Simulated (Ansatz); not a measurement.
Relaxed-ion elastic tensor of GaN (zinc blende, F-43m) in GPa (Voigt order), the program Ansatz at the PBEsol level (PAW); density 6.11 g/cm³, 11.38 Å³ per atom.

```
270  147  147  0.0  0.0  0.0
147  270  147  0.0  0.0  0.0
147  147  270  0.0  0.0  0.0
0.0  0.0  0.0  152  0.0  0.0
0.0  0.0  0.0  0.0  152  0.0
0.0  0.0  0.0  0.0  0.0  152
```

### Question
Is the crystal mechanically stable?

### Answer
Yes: the smallest eigenvalue of C is 123 GPa.

### Question
Work out the Voigt, Reuss and Hill averages.

### Answer
K_V = 188, K_R = 188, K_H = 188; G_V = 116, G_R = 95.7, G_H = 106 GPa.

### Question
Give Young's modulus, Poisson's ratio, Pugh's ratio and the universal anisotropy index.

### Answer
E = 9KG/(3K + G) = 267 GPa; ν = 0.26; K/G = 1.78 (near the Pugh limit of 1.75, no verdict); A_U = 5G_V/G_R + K_V/K_R − 6 = 1.04.

### Question
Estimate the sound speeds and the Debye temperature.

### Answer
v_l = √((K + 4G/3)/ρ) = 7340 m/s, v_t = √(G/ρ) = 4160 m/s, mean 4630 m/s; Θ = (h/k)(3n/4πV)^(1/3) v_m = 612 K.

### Question
Give the Zener ratio and Young's modulus along [100], [110] and [111].

### Answer
A = 2C44/(C11 − C12) = 2.46; 1/E = S11 − 2(S11 − S12 − S44/2)Γ with Γ = 0, 1/4, 1/3 gives 167, 278, 359 GPa.

### Question
Solve the Christoffel equation for the three sound speeds along [100], [110], [111].

### Answer
Eigenvalues of C_ijkl n_j n_l equal ρv² (piezoelectric stiffening left out). In km/s, slowest first: [100] 4.98, 4.98, 6.65; [110] 3.18, 4.98, 7.68; [111] 3.87, 3.87, 7.99.

The cell was relaxed with PBEsol under the symmetry of its start.

Potentials: the earlier of the program's two PAW sets. The files were generated under PBE; for other functionals the program regenerates the frozen cores, and for LDA and PBEsol the local potential too.
